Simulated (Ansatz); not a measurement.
The relaxed structure here is a generated cell of TiAl: the first start was made by placing the elements on the sites of a structure type, and the end was not matched to a known phase here, so it may be hypothetical. Known forms of TiAl include space group No. 123.

A relaxed cell of TiAl (P6₃/mmc (No. 194)), relaxed on a k-mesh at least as fine as the one used below. Method: PBE (plane waves to 420 eV, PAW, scalar-relativistic; Ansatz, a first-principles code). Γ-centred k-mesh 13×13×2 on the run's cell (coarser than for final values), Fermi–Dirac smearing 0.05 eV.

```xyz
8
Lattice="2.8904 0.0000 0.0000 -1.4452 2.5031 0.0000 0.0000 0.0000 18.5734" Properties=species:S:1:pos:R:3 pbc="T T T"
Ti     0.0000     1.6688     2.3417
Ti     1.4452     0.8344    11.6284
Ti     1.4452     0.8344    16.2317
Ti     0.0000     1.6688     6.9450
Al     0.0000     0.0000     0.0000
Al     0.0000     0.0000     9.2867
Al     0.0000     1.6688    13.9301
Al     1.4452     0.8344     4.6434
```

The atoms are displaced by (Å):

```tsv
atom	ux	uy	uz
Ti1	0.040	-0.061	0.057
Ti2	0.083	0.012	-0.053
Ti3	-0.137	0.008	-0.006
Ti4	-0.099	-0.016	0.121
Al5	-0.139	-0.112	0.119
Al6	0.051	0.022	-0.090
Al7	-0.110	-0.081	-0.085
Al8	0.073	-0.107	0.071
```

Task: What forces (eV/Å) and pressure result?

Result: 
```
atom     Fx     Fy     Fz
----  -----  -----  -----
Ti1   -0.17  -0.16   0.29
Ti2   -0.26  -0.10  -0.24
Ti3    0.02  -0.15   0.08
Ti4    0.28  -0.08  -1.14
Al5    0.23   0.20  -0.61
Al6   -0.19  -0.03   1.08
Al7    0.23   0.21   0.46
Al8   -0.15   0.11   0.09
```

Pressure +0.6 GPa.

The undisplaced cell is probably no minimum: from this displacement the run went on to P4/mmm (No. 123), 0.18 eV/atom below it.

No spin polarisation in the result. A magnetic state may lie lower.
